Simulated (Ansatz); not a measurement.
Sc in space group P6_222 (No. 180; Sc on 3c) at seven volumes, PBEsol in the plane-wave PAW code Ansatz, shape and atoms relaxed at each. One row is withheld.

| V (Å³/atom) | P (GPa) |
|---|---|
| 21.554 | 5.69 |
| 22.264 | 3.56 |
| 22.975 | 1.67 |
| 23.685 | 0.00 |
| 24.396 | -1.49 |
| 25.106 | -2.81 |
| 25.817 | ? |

Problem. Fit the shown pressures and predict the withheld one.

Solution. P = (3/2)B₀(x^(7/2) − x^(5/2))[1 + (3/4)(B′ − 4)(x − 1)] with x = (V₀/V)^(2/3). Least squares on the six rows gives V₀ = 23.684 Å³/atom, B₀ = 52.6 GPa, B′ = 2.98. At V = 25.817, x = 0.9441 and P = -3.98 GPa. The run itself gave -3.99 GPa.

The first step of the workflow began from a Materials Project structure, measured or hypothetical; the Crystallography Open Database copy checked does not list it. It is not the phase usual at ambient conditions (space group No. 194). The cell was relaxed with PBEsol under the symmetry of its start. At this level the phase is dynamically unstable (imaginary phonons). The run is not spin-polarised.

Potentials: the later of the program's two PAW sets.
